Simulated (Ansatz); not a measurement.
An elastic tensor (GPa, Voigt order, standard axes) from PBEsol (plane waves, PAW; program Ansatz):

|  | 1 | 2 | 3 | 4 | 5 | 6 |
|---|---|---|---|---|---|---|
| 1 | 320 | 27.3 | 10.0 | 0.0 | 0.0 | 0.0 |
| 2 | 27.3 | 320 | 10.0 | 0.0 | 0.0 | 0.0 |
| 3 | 10.0 | 10.0 | 385 | 0.0 | 0.0 | 0.0 |
| 4 | 0.0 | 0.0 | 0.0 | 168 | 0.0 | 0.0 |
| 5 | 0.0 | 0.0 | 0.0 | 0.0 | 168 | 0.0 |
| 6 | 0.0 | 0.0 | 0.0 | 0.0 | 0.0 | 146 |

Task: Which compound is it?
A) Ru, hcp (Mg type)
B) Be, hcp (Mg type)
C) Os, hcp (Mg type)

Result: B, Be, hcp (Mg type)

Space group P6_3/mmc (hcp (Mg type)). The PBEsol relaxation kept the symmetry of its start. As this level gives no gap, shear constants depend on the k-mesh and smearing (Fermi–Dirac, 0.1 eV here).

Potentials: the later of the program's two PAW sets.
